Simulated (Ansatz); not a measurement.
Method: DFT, PBEsol, plane waves (420 eV) with PAW, scalar-relativistic (Ansatz). (PAW data from PBE, frozen cores regenerated.)

An element in the dhcp structure gives this curve. The cell is scaled uniformly from the relaxed one, with fractional coordinates and shape fixed. Energies are extrapolated to zero smearing, pressures are those at the given smearing. Magnetic state: spin not included.

```
V (Å³/atom)  E − E₀ (meV/atom)  P (GPa)
     14.294               73.7    13.79
     14.944               29.9     8.15
     15.594                6.7     3.61
     16.244                0.0    -0.03
     16.893                6.6    -2.94
     17.543               23.7    -5.27
     18.193               49.3    -7.12
```

Q: Which element is it?
A. palladium
B. gallium
C. aluminium
D. platinum

A: C. Its fit is V₀ = 16.22 Å³/atom, B₀ = 82 GPa, B₀′ = 4.5.
